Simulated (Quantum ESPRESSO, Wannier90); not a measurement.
Tight-binding from DFT: Sr2MgH6 (P-3m1)

```yaml
crystal:
  lattice:
    - [5.47544, 0.00000, 0.00000]
    - [-2.73772, 4.74187, 0.00000]
    - [0.00000, 0.00000, 4.18847]
  atoms:
    - { symbol: Sr, position: [0.66667, 0.33333, 0.26353] }
    - { symbol: Sr, position: [0.33333, 0.66667, 0.73647] }
    - { symbol: Mg, position: [0.00000, 0.00000, 0.00000] }
    - { symbol: H, position: [0.82346, 0.64692, 0.76525] }
    - { symbol: H, position: [0.17654, 0.35308, 0.23475] }
    - { symbol: H, position: [0.35308, 0.17654, 0.76525] }
    - { symbol: H, position: [0.64692, 0.82346, 0.23475] }
    - { symbol: H, position: [0.82346, 0.17654, 0.76525] }
    - { symbol: H, position: [0.17654, 0.82346, 0.23475] }
```

Materials Project entry mp-644225; symmetrised, unrelaxed at this level. Not found in the COD (Crystallography Open Database) copy used; not checked further. Computed values, not measurements, from PBEsol: Quantum ESPRESSO (norm-conserving PseudoDojo potentials, cutoff 68 Ry, no spin polarisation, no spin-orbit coupling) on a Γ-centred 4×4×4 mesh, then Wannier90. Density: 12×12×8 mesh, cold smearing 0.01 Ry.

Functional, cutoff and mesh named above are those of the base row (1); the first column says what each row takes instead. Model: 22 functions from bands 13-46, start hydrogen-like Sr: s;d; Mg: s;p; H: s, disentangled but not localised (num_iter = 0), frozen window tied to the conduction edge or Fermi level of each row, as listed, which moves Ω_I and hoppings a little by itself. Energies are relative to the valence-band maximum; the misfit is to pw.x on a path, for states up to 3.5 eV relative to the valence-band maximum. The lattice is scaled uniformly, fractional positions fixed. The disentangled Ω_I can sit in another minimum from row to row.

| scale | frozen to (eV) | Ω_I (Å²) | rms misfit (meV) | gap (eV) | bottom of band 13 (eV) |
|---|---|---|---|---|---|
| 0.97 | 4.09 | 39.21 | 32 | 2.59 | -6.59 |
| 0.99 | 4.04 | 40.02 | 32 | 2.55 | -6.35 |
| 1 | 4.01 | 40.57 | 31 | 2.52 | -6.23 |
| 1.01 | 3.98 | 40.99 | 29 | 2.48 | -6.12 |
| 1.03 | 3.91 | 42.10 | 26 | 2.41 | -5.91 |
